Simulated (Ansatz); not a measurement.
CuC6 in space group P6/mmm (No. 191; C on 6j, Cu on 1b), a = b = 4.265 Å, c = 5.461 Å, α = β = 90.00°, γ = 120.00°.

Relaxed with PBE+D3(BJ).

Question: Which orbitals make up the states near the Fermi level in plane-wave PAW PBE+D3(BJ) (Ansatz code)?

Answer: Within 0.5 eV of the Fermi level: Cu 4s 71 %, C 2p 23 %. Projections are on Löwdin-orthogonalised atomic valence shells; empty p or d shells of many metals are not among them.

Question: Tabulate the density of states.

Answer: States/eV per cell of 7 atoms, in 0.25 eV bins, energy from the Fermi level.

| E (eV) | total | C 2p | Cu 3d | Cu 4s |
|---|---|---|---|---|
| -7.85 | 2.52 | 2.28 | 0.00 | 0.01 |
| -7.60 | 2.19 | 2.07 | 0.00 | 0.01 |
| -7.35 | 2.58 | 2.46 | 0.01 | 0.02 |
| -7.10 | 2.91 | 2.80 | 0.00 | 0.01 |
| -6.85 | 3.45 | 3.26 | 0.01 | 0.02 |
| -6.60 | 2.42 | 2.31 | 0.01 | 0.01 |
| -6.35 | 2.17 | 2.07 | 0.01 | 0.02 |
| -6.10 | 1.89 | 1.80 | 0.01 | 0.01 |
| -5.85 | 2.05 | 1.98 | 0.01 | 0.01 |
| -5.60 | 1.97 | 1.90 | 0.01 | 0.01 |
| -5.35 | 1.84 | 1.78 | 0.01 | 0.01 |
| -5.10 | 1.84 | 1.78 | 0.01 | 0.01 |
| -4.85 | 1.72 | 1.67 | 0.02 | 0.01 |
| -4.60 | 1.71 | 1.66 | 0.02 | 0.01 |
| -4.35 | 1.75 | 1.70 | 0.02 | 0.01 |
| -4.10 | 1.67 | 1.63 | 0.03 | 0.01 |
| -3.85 | 1.72 | 1.67 | 0.04 | 0.01 |
| -3.60 | 1.34 | 1.28 | 0.05 | 0.01 |
| -3.35 | 1.41 | 1.33 | 0.07 | 0.00 |
| -3.10 | 1.63 | 1.53 | 0.09 | 0.00 |
| -2.85 | 1.05 | 0.96 | 0.08 | 0.00 |
| -2.60 | 0.81 | 0.72 | 0.08 | 0.00 |
| -2.35 | 0.63 | 0.54 | 0.09 | 0.00 |
| -2.10 | 0.54 | 0.42 | 0.11 | 0.01 |
| -1.85 | 0.55 | 0.29 | 0.17 | 0.08 |
| -1.60 | 0.81 | 0.12 | 0.39 | 0.30 |
| -1.35 | 19.08 | 0.19 | 18.50 | 0.36 |
| -1.10 | 20.29 | 0.79 | 19.15 | 0.33 |
| -0.85 | 1.24 | 0.29 | 0.49 | 0.44 |
| -0.60 | 0.73 | 0.07 | 0.08 | 0.56 |
| -0.35 | 0.91 | 0.08 | 0.06 | 0.75 |
| -0.10 | 1.22 | 0.20 | 0.06 | 0.92 |
| 0.15 | 1.58 | 0.37 | 0.05 | 1.12 |
| 0.40 | 1.58 | 0.58 | 0.03 | 0.93 |
| 0.65 | 1.39 | 0.73 | 0.03 | 0.59 |
| 0.90 | 1.59 | 1.12 | 0.03 | 0.38 |
| 1.15 | 1.77 | 1.36 | 0.03 | 0.29 |
| 1.40 | 1.45 | 1.14 | 0.03 | 0.19 |
| 1.65 | 1.14 | 0.96 | 0.02 | 0.09 |
| 1.90 | 1.11 | 0.93 | 0.01 | 0.07 |
| 2.15 | 1.15 | 0.85 | 0.01 | 0.03 |
| 2.40 | 1.15 | 0.71 | 0.01 | 0.02 |
| 2.65 | 1.34 | 0.69 | 0.01 | 0.02 |
| 2.90 | 1.60 | 0.84 | 0.01 | 0.02 |
| 3.15 | 1.36 | 0.56 | 0.00 | 0.02 |
| 3.40 | 1.24 | 0.46 | 0.00 | 0.02 |
| 3.65 | 1.47 | 0.70 | 0.00 | 0.02 |
| 3.90 | 1.16 | 0.45 | 0.00 | 0.01 |
| 4.15 | 1.58 | 0.57 | 0.00 | 0.02 |
| 4.40 | 1.77 | 0.65 | 0.00 | 0.02 |
| 4.65 | 1.55 | 0.54 | 0.00 | 0.01 |
| 4.90 | 1.63 | 0.47 | 0.00 | 0.01 |

The start of the workflow was typed in or built on a structure type; neither database checked (COD, Materials Project) lists it. Its standing as an ambient phase is unchecked. Symmetry was held in the PBE+D3(BJ) relaxation; whether a distortion lowers the energy is not shown. The run is not spin-polarised. Its formation energy is positive at this level, so the cell may be metastable or incomplete.

Potentials: the earlier of the program's two PAW sets.
